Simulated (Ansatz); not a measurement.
BaHfO3:
```yaml
crystal:
  lattice:
    - [4.20629, 0.00000, 0.00000]
    - [0.00000, 4.20629, 0.00000]
    - [0.00000, 0.00000, 4.20629]
  atoms:
    - { symbol: Ba, position: [0.00000, 0.00000, 0.00000] }
    - { symbol: Hf, position: [0.50000, 0.50000, 0.50000] }
    - { symbol: O, position: [0.00000, 0.50000, 0.50000] }
    - { symbol: O, position: [0.50000, 0.50000, 0.00000] }
    - { symbol: O, position: [0.50000, 0.00000, 0.50000] }
```

x, y and z are the axes in which the lattice vectors are written.

Give the high-frequency dielectric tensor and the Born effective charge tensors of the independent atoms from DFPT, PBE in the plane-wave PAW code Ansatz.


ε∞:
```
4.67  0.00  0.00
0.00  4.67  0.00
0.00  0.00  4.67
```
Z* of atom 1 (Ba), rows: field, columns: displacement, in e:
```
2.76  0.00  0.00
0.00  2.76  0.00
0.00  0.00  2.76
```
Z* of atom 2 (Hf), rows: field, columns: displacement, in e:
```
5.83  0.00  0.00
0.00  5.83  0.00
0.00  0.00  5.83
```
Z* of atom 3 (O), rows: field, columns: displacement, in e:
```
-4.59   0.00   0.00
 0.00  -2.00   0.00
 0.00   0.00  -2.00
```

Static charges for comparison (Bader): Ba1 +1.54, Hf2 +2.59, O3 -1.37 e. Born charges measure polarisation by displacement and can exceed these by far.

Space group Pm-3m (cubic perovskite). Symmetry was held in the PBE relaxation; phonons on a q-mesh show no instability. The run is not spin-polarised. Scalar-relativistic: spin–orbit coupling is off unless named, which matters more the heavier the elements.

Potentials: the later of the program's two PAW sets.
